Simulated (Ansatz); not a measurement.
Given:

Starting cell, SrO (rock salt):

```yaml
crystal:
  lattice:
    - [0.00000, 5.15993, 5.15993]
    - [2.57997, 0.00000, 2.57997]
    - [2.57997, 2.57997, 0.00000]
  atoms:
    - { symbol: O, position: [0.00000, 0.00000, 0.00000] }
    - { symbol: O, position: [0.50000, 0.00000, 0.00000] }
    - { symbol: Sr, position: [0.25000, 0.50000, 0.50000] }
    - { symbol: Sr, position: [0.75000, 0.50000, 0.50000] }
```

A phonon eigenvector at L = (0.5, 0.0, 0.0) is frozen into this cell: atom i moves by Q times the vector below, so Q is the largest atomic displacement, in Å. The cell is held. It is one choice among 2 degenerate patterns. (q is in reciprocal vectors of the primitive cell; the cell shown is doubled to hold the pattern.)

| atom | x | y | z |
|---|---|---|---|
| Sr3 | 0.285 | -0.520 | 0.805 |
| Sr4 | -0.285 | 0.520 | -0.805 |

Atoms not listed stay in place.

These are r2SCAN (plane waves to 500 eV, PAW, scalar-relativistic; Ansatz, a quantum-chemistry and plane-wave program) values and carry that method's errors. k mesh 11×11×11 (Γ-centred), Fermi-Dirac smearing 0.05 eV. Energies are smeared free energies. SrO was relaxed with its symmetry unable to fall. The zero of ΔE is the undisplaced structure.

The scan covers Q from -0.100 to 0.100 Å in 13 points.

Question: Which space group does the distorted structure have?

Answer: P-1 (No. 2), lowered from Fm-3m.

Question: Is this a single well or a double well?

Answer: A single well with its minimum at or next to zero displacement.

Question: What is the energy change at Q = 0.100 Å?

Answer: 36.9 meV/cell.

Question: What harmonic wavenumber does the curvature at Q = 0 give?

Answer: 107 cm⁻¹.

(A displaced cell: forces are minus the slopes of the energy, force constants its curvatures, and phonons follow from these.)
